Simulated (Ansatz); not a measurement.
Relaxed candidate structures of ZnRh:

A. P6₃/mmc (No. 194), hP4; a = 4.1652 Å, b = 4.1652 Å, c = 4.8844 Å, α = 90.00°, β = 90.00°, γ = 120.00°; Rh 2c (0.333, 0.667, 0.250); Zn 2d (0.667, 0.333, 0.250)

B. P6₃/mmc (No. 194), hP12; a = b = 4.212 Å, c = 10.561 Å, α = β = 90.00°, γ = 120.00°; Zn 2d (0.667, 0.333, 0.250); Zn 4f (0.333, 0.667, 0.007); Rh 2c (0.333, 0.667, 0.250); Rh 4e (0.000, 0.000, 0.125)

C. Pm-3m (No. 221), cP2, CsCl type; a = 2.973 Å, b = 2.973 Å, c = 2.973 Å, α = 90.00°, β = 90.00°, γ = 90.00°; Zn 1b (0.500, 0.500, 0.500); Rh 1a (0.000, 0.000, 0.000)

Question: Rank these by energy per atom (lowest first), as PBEsol (plane waves to 420 eV, PAW, scalar-relativistic; Ansatz, a first-principles code) gives it.

Answer: C (reference, the lowest of the structures calculated here), B (+0.24 eV/atom), A (+0.99 eV/atom)

Each run could gain symmetry but not lose that of its start, so entries can be saddle points. From databases, or of a type measured for this composition: Pm-3m, cP2, CsCl type; the others are generated cells (placed on structure types, drawn at random, substituted or restacked) that were not matched to a known phase here. Static energies at zero pressure. No spin polarisation in the result.
